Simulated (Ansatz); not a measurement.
### Question
AlPt (rock salt, Fm-3m) is relaxed with PBEsol in the plane-wave PAW code Ansatz. What lattice parameters of the conventional cell result?

### Answer
a = 5.081 Å.

The start of the workflow was typed in or built on a structure type; neither database checked (COD, Materials Project) lists it. Whether it is the stable phase at ambient conditions was not checked. The cell was relaxed with PBEsol under the symmetry of its start; its stability against distortions is not shown here. The run is not spin-polarised. Scalar-relativistic: spin–orbit coupling is off unless named, which matters more the heavier the elements.

Potentials: the earlier of the program's two PAW sets. The files were generated under PBE; for other functionals the program regenerates the frozen cores, and for LDA and PBEsol the local potential too.
